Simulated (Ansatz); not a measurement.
Input and command of a plane-wave DFT calculation in Ansatz:

```yaml
crystal:
  lattice:
    - [0.0, 2.5098876421, 2.5098876421]
    - [2.5098876421, 0.0, 2.5098876421]
    - [2.5098876421, 2.5098876421, 0.0]
  atoms:
    - { symbol: Mn, position: [0.0, 0.0, 0.0], spin: 4.27 }
    - { symbol: S, position: [0.5, 0.5, 0.5], spin: 0.12 }
basis:
  ecutwfc: 420
kpoints:
  mp_grid: { grid: [12, 12, 12] }
hamiltonian:
  xc: pbe
  dispersion: d3bj
scf:
  occupations: { method: gaussian, width: 0.1 }
output:
  forces: true
  stress: true
  eigenvalues: true
  populations: true
  write_density: true
  write_potential: true
  elf: true
  volumetric_format: npy
magnetization:
  spin_polarized: true
relax:
  adjacent_minimum: "off"
  f_tol: 0.02
  max_steps: 70
  cell: { stress_tol: 0.1 }
```

```bash
ansatz run input.yaml --threads 2 --pin off --max-ram 5120MiB --backend cpu --events-out ev --progress --plain --runs-dir out
```

Processor: Arm Neoverse V2, 2 threads, on a host shared with other jobs.

How long does it run, and how much memory does it take?

About 4.7 s on 2 threads of Arm Neoverse V2, on a shared host, peak memory 0.36 GiB. It solves 17 bands at 72 k points (the mesh reduced by the symmetry that the task leaves, which can be less than the crystal's) with about 609 plane waves (on the last cell), in 16 SCF iterations over 2 ionic steps.